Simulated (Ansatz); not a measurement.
## Tl (simple cubic): energy against volume

Theory: Ansatz, DFT, LDA (PW92), plane waves (420 eV) with PAW, scalar-relativistic. The PAW files were generated under PBE, with cores re-solved for the functional.

The cell is scaled uniformly from the relaxed one, with fractional coordinates and shape fixed. Energies are extrapolated to zero smearing, pressures are those at the given smearing. Magnetic state: spin not included.

A Birch-Murnaghan fit gives V₀ = 29.41 Å³/atom, B₀ = 37 GPa, B₀′ = 5.3.

Question: What are the energy above the minimum and the pressure at 26.991 Å³/atom?

Answer: 27.3 meV/atom and 4.01 GPa as computed.

Question: What are the energy above the minimum and the pressure at 30.512 Å³/atom?

Answer: 4.4 meV/atom and -1.14 GPa as computed.

Question: What are the energy above the minimum and the pressure at 32.859 Å³/atom?

Answer: 36.5 meV/atom and -2.95 GPa as computed.
